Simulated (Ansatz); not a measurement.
All-electron LAPW in Ansatz 0.2.0 under LDA, scalar-relativistic, energies extrapolated to zero smearing. Slabs are 1×1 cells cut from bulk crystals relaxed on PAW files, with atoms then relaxed, 16 to 20 Å of vacuum, a dipole correction, k spacings of 0.16 to 0.26 Å⁻¹ and smearing of 0.02 to 0.1 eV, without spin–orbit coupling or spin polarisation. The bulk type named needn't be the stable one, and no reconstruction is allowed.

```json
{"slab": "fcc Ag (111), 5 layers", "area (Å²)": "6.93", "γ (J/m²)": "1.17", "Φ (eV)": "4.88", "Δd12 (%)": "?"}
{"slab": "fcc Ag (111), 3 layers", "area (Å²)": "6.93", "γ (J/m²)": "1.15", "Φ (eV)": "4.88", "Δd12 (%)": "-0.3"}
{"slab": "fcc Ag (110), 4 layers", "area (Å²)": "11.32", "γ (J/m²)": "?", "Φ (eV)": "4.58", "Δd12 (%)": "-11.9"}
```

Question: Give the missing entry: row "fcc Ag (111), 5 layers", column "Δd12 (%)".

Answer: -0.2.

Question: Give the missing entry: row "fcc Ag (110), 4 layers", column "γ (J/m²)".

Answer: 1.40.
